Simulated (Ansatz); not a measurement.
AlB2W2:
```cif
data_Al2B4W4
_chemical_formula_sum 'Al2 W4 B4'
_space_group_name_H-M_alt 'Cmmm'
_space_group_IT_number 65
_space_group_name_Hall '-C 2 2'
_cell_length_a 3.07094
_cell_length_b 11.50763
_cell_length_c 3.11431
_cell_angle_alpha 90.000
_cell_angle_beta 90.000
_cell_angle_gamma 90.000
loop_
_atom_site_label
_atom_site_type_symbol
_atom_site_symmetry_multiplicity
_atom_site_Wyckoff_symbol
_atom_site_fract_x
_atom_site_fract_y
_atom_site_fract_z
_atom_site_occupancy
Al1 Al 2 a 0.00000 0.00000 0.00000 1
W1 W 4 j 0.50000 0.14349 0.50000 1
B1 B 4 i 0.00000 0.20560 0.00000 1
```
(The calculation used a cell of 5 atoms; values per cell refer to that cell.)

Relaxed with PBEsol.

Problem. Decompose the optical modes at the zone centre into irreducible representations, and say which are infrared and Raman allowed.

Solution. Point group mmm: Γ_opt = 2Ag + 2B1g + 2B1u + 2B2u + 2B3g + 2B3u. Infrared: B1u, B2u, B3u. Raman: Ag, B1g, B3g.

Problem. Assign frequencies (DFPT, DFT-PBEsol in the program Ansatz with PAW potentials).

Solution. B1g 157, B3g 163, Ag 196, B3u 273, B1u 273, B2u 350, B3u 493, B2u 530, B3g 575, B1u 575, Ag 591, B1g 736 cm⁻¹.

Subscripts of B labels follow the axes of the standard setting.

The start of the workflow was typed in or built on a structure type; neither database checked (COD, Materials Project) lists it. Whether it is the stable phase at ambient conditions was not checked. The PBEsol relaxation kept the symmetry of its start; whether a distortion lowers the energy is not shown. No spin polarisation was allowed. As this level gives no gap, phonon frequencies hold no LO–TO term and depend on the k-mesh and smearing (Fermi–Dirac, 0.1 eV here). Spin–orbit coupling is left out wherever it is not named.

Potentials: the later of the program's two PAW sets.
